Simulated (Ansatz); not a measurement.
## Ag: generalised stacking fault

Computed with DFT PBEsol, scalar-relativistic, plane waves, PAW (Ansatz 0.2.0). Cutoff 420 eV, Γ-centred 18×18×4 k-points, Gaussian smearing of 0.15 eV. No spin polarisation. Energies are free energies at this smearing, counted from the undisturbed cell; pressure is positive in compression.

Zero of the scan (as given, not relaxed at this level; it stands at -2.6 GPa):

```yaml
crystal:
  lattice:
    - [2.04310, -2.04310, 0.00000]
    - [2.04310, 0.00000, -2.04310]
    - [8.17240, 8.17240, 8.17240]
  atoms:
    - { symbol: Ag, position: [0.66667, 0.66667, 0.08332] }
    - { symbol: Ag, position: [0.00000, 0.00000, 0.91665] }
    - { symbol: Ag, position: [0.33333, 0.33333, 0.24998] }
    - { symbol: Ag, position: [0.66667, 0.66667, 0.58332] }
    - { symbol: Ag, position: [0.00000, 0.00000, 0.41665] }
    - { symbol: Ag, position: [0.33333, 0.33333, 0.74998] }
```

The cut lies on the cell's a–b face, a (1 1 1) plane (indices in the standard cell, whose axes needn't be the Cartesian ones shown) of area 7.23 Å², between layers 2.36 Å apart. Vector c is tilted by f times 1·a + 0·b (length 2.889 Å) with the atoms' Cartesian places fixed: one unrelaxed fault a cell. The cell is metallic on the mesh throughout.

```tsv
f	γ (mJ/m²)	shear traction, the slope of γ along the slip (GPa)
0.0000	0	0.0
0.1000	49	3.3
0.2000	182	5.7
0.3000	359	6.2
0.4000	513	4.0
0.5000	573	0.0
```

By symmetry 0.6000 repeats 0.4000, 0.8000 repeats 0.2000, 0.7000 repeats 0.3000, 0.9000 repeats 0.1000 in energy, with the opposite slope along the path.